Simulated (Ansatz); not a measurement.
Cu$_{3}$Sn:
```yaml
crystal:
  lattice:
    - [4.25054, 0.00000, 0.00000]
    - [0.00000, 5.44468, 0.00000]
    - [0.00000, 0.00000, 4.77803]
  atoms:
    - { symbol: Cu, position: [0.50000, 0.00000, 0.29737] }
    - { symbol: Cu, position: [0.00000, 0.50000, 0.70263] }
    - { symbol: Cu, position: [0.00000, 0.75329, 0.15449] }
    - { symbol: Cu, position: [0.00000, 0.24671, 0.15449] }
    - { symbol: Cu, position: [0.50000, 0.74671, 0.84551] }
    - { symbol: Cu, position: [0.50000, 0.25329, 0.84551] }
    - { symbol: Sn, position: [0.50000, 0.50000, 0.34472] }
    - { symbol: Sn, position: [0.00000, 0.00000, 0.65528] }
```

Relaxed with PBEsol. Special points in fractions of this cell's reciprocal vectors: Γ (0.000, 0.000, 0.000); X (0.500, 0.000, 0.000); S (0.500, 0.500, 0.000); Y (0.000, 0.500, 0.000); Z (0.000, 0.000, 0.500); U (0.500, 0.000, 0.500); R (0.500, 0.500, 0.500); T (0.000, 0.500, 0.500).

Problem. List the band energies nearest the Fermi level at these points for PBEsol with spin–orbit coupling in the plane-wave PAW code Ansatz.

Solution. In eV from the Fermi level; about four levels below and three above (degenerate sets whole), none deeper than 8.9 eV; points with the same levels are listed once.

| k | below | above |
|---|---|---|
| Γ | -1.77 -1.77 -1.27 -1.27 | 0.80 0.80 1.46 1.46 |
| X | -1.30 -1.30 -1.30 -1.30 | 1.10 1.10 1.10 1.10 |
| S | -0.28 -0.28 -0.28 -0.28 | 0.33 0.33 0.33 0.33 |
| Y | -0.21 -0.21 -0.21 -0.21 | 1.27 1.27 1.27 1.27 |
| Z | -1.56 -1.56 -0.89 -0.89 | 0.11 0.11 0.35 0.35 |
| U | -1.71 -1.71 -1.71 -1.71 | 0.86 0.86 0.86 0.86 |
| R | -2.09 -2.09 -2.09 -2.09 | 5.11 5.11 5.11 5.11 |
| T | -2.43 -2.43 -2.43 -2.43 | 1.28 1.28 1.28 1.28 |

Space group Pmmn. The workflow started from a Materials Project entry (that database holds measured and hypothetical structures alike); the Crystallography Open Database files this formula in space group No. 59, but the cells were not matched. Whether it is the stable phase at ambient conditions was not checked. The cell was relaxed with PBEsol under the symmetry of its start; of distortions, only those at the zone centre were tested. The run is not spin-polarised.

Potentials: the later of the program's two PAW sets.
